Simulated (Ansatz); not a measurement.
# Compressing Mn$_{2}$Ga$_{5}$: a fit and a missing row

Mn$_{2}$Ga$_{5}$, P4/mbm, a = 8.655 Å, c = 2.647 Å. The structure is a COD entry; whether it is the stable form wasn't checked. Ansatz: PBEsol, PAW, 420 eV, Γ-centred 4×4×14 mesh on 14 atoms, Gaussian smearing 0.10 eV; collinear spin, largest moment 2.1 μB. Shape and atoms are relaxed at each volume; pressure is positive in compression.

| V (Å³/atom) | P (GPa) |
| --- | --- |
| 12.464 | ? |
| 12.889 | 13.76 |
| 13.314 | 8.23 |
| 13.738 | 3.76 |
| 14.163 | 0.00 |
| 14.588 | -3.27 |
| 15.013 | -5.90 |
| 15.580 | -8.61 |

Take V0 = 14.163 Å³/atom, fit the third-order Birch–Murnaghan form to the other rows, and predict the missing pressure.

With the Eulerian strain f = ½[(V0/V)^(2/3) − 1] and y = P/[3f(1 + 2f)^(5/2)], the form is the line y = B0 + 1.5 B0 (B0′ − 4) f. Rows (f, y): 0.03243, 120.9; 0.02104, 117.6; 0.01026, 116.1; -0.00976, 117.3; -0.01906, 113.7; -0.03080, 109.2. Means f = 0.0006850, y = 115.80; Σ(Δf)² = 0.003004, ΣΔfΔy = 0.4350; the slope is their ratio. y = 115.7 + 144.8 f GPa, so B0 = 115.7 GPa and B0′ = 4 + 2 × (144.8)/(3 × 115.7) = 4.83. At V = 12.464, f = 0.04446, y = 122.14 and P = 20.16 GPa. The run gave 20.23 GPa, so the fit is 0.07 GPa too low, within the rms miss on the fitted rows (0.09 GPa). Note that the largest moment runs from 1.67 to 2.41 μB along the series.

The largest moment runs from 1.67 to 2.41 μB along the series, so B0 and B0′ hold the change of the moment too.

Only parallel moments were tried here.

Cost: 8 runs of about 56 core-minutes in all, on AMD EPYC 9R45 (Zen 5) (shared hosts).